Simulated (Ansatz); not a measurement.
Independent-particle absorption of KNiF₃ (Pm-3m, a = 4.001 Å, b = 4.001 Å, c = 4.001 Å, α = 90.00°, β = 90.00°, γ = 90.00°), no local fields or excitons, 0.1 eV broadening. All numbers below come from DFT PBEsol, scalar-relativistic, plane waves, PAW (Ansatz).

Cutoff 420 eV; k points 10×10×10 on the computed 5-atom cell (Γ-centred); Gaussian smearing, width 0.02 eV; collinear spin from starting moments 0 1.84 0 0 0 μB. The spectrum is summed on a 15×15×15 mesh.

```
K Ni F
1.0
     4.00069    0.00000    0.00000
     0.00000    4.00069    0.00000
     0.00000    0.00000    4.00069
K Ni F
1 1 3
Cartesian
  0.0000 0.0000 0.0000
  2.0003 2.0003 2.0003
  2.0003 2.0003 0.0000
  0.0000 2.0003 2.0003
  2.0003 0.0000 2.0003
```

photon energy (eV), ε2,xx and a bar:
```
      0.0       0.00
      0.4       0.00
      0.8       0.01
      1.2       0.16 ##
      1.6       0.05
      2.0       0.03
      2.4       0.02
      2.8       0.00
      3.2       0.00
      3.6       0.04
      4.0       0.96 #########
      4.4       0.75 #######
      4.8       0.58 #####
      5.2       0.25 ##
      5.6       0.13 #
      6.0       3.19 ##############################
      6.4       1.26 ############
      6.8       1.21 ###########
      7.2       1.06 ##########
      7.6       1.07 ##########
      8.0       0.79 #######
      8.4       0.88 ########
      8.8       0.78 #######
      9.2       0.71 #######
      9.6       0.81 ########
     10.0       0.88 ########
     10.4       1.63 ###############
     10.8       1.31 ############
     11.2       1.87 ##################
     11.6       2.12 ####################
     12.0       1.42 #############
     12.4       1.04 ##########
     12.8       1.21 ###########
     13.2       1.41 #############
     13.6       1.44 ##############
     14.0       1.32 ############
```

The strongest peak lies near 6.0 eV. ε∞ (xx, yy, zz) = 2.8, 2.8, 2.8.

Symmetry holds off the tilts and polar distortions that many cubic perovskites undergo.

Cost: 1 run of about 2.8 core-minutes, on Arm Neoverse V2 (shared hosts).